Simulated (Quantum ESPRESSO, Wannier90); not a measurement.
Wannier functions of MoP (P-6m2)

```xyz
2
Lattice="3.2348 0.0000 0.0000 -1.6174 2.8014 0.0000 0.0000 0.0000 3.1823" Properties=species:S:1:pos:R:3 pbc="T T T"
Mo     0.0000     0.0000     0.0000
P      1.6174    -0.9338     1.5911
```

Cell from Materials Project (mp-219), symmetrised, no further relaxation. COD (Crystallography Open Database) has an entry of this formula and space group (matched by these alone). Level: PBEsol, spinors with spin-orbit coupling; pw.x of Quantum ESPRESSO at 64 Ry with PseudoDojo potentials, 6×6×6 k-points, Wannier90. Density: 12×12×10 mesh, cold smearing 0.01 Ry.

Bands 9-10 form an isolated set from -13.89 to -10.78 eV relative to the Fermi level (on the path) and are turned into 2 Wannier functions by minimising the spread from the start: atomic waves P 3s.

Centres (Cartesian, Å; one of the equivalent choices) and spreads:

```json
[
 {"n": "1", "x": "1.617", "y": "-0.934", "z": "1.591", "spread (Å²)": "1.817", "nearest atom": "P2"},
 {"n": "2", "x": "1.617", "y": "-0.934", "z": "1.591", "spread (Å²)": "1.817", "nearest atom": "P2"}
]
```

Ω_I = 3.61 Å², Ω_total = 3.63 Å²; the interpolated bands follow pw.x to 4.0 meV rms on the path. Only this start was tried; a symmetric start can stop on a saddle, and mixtures of these functions could lower the total by at most Ω_total − Ω_I.
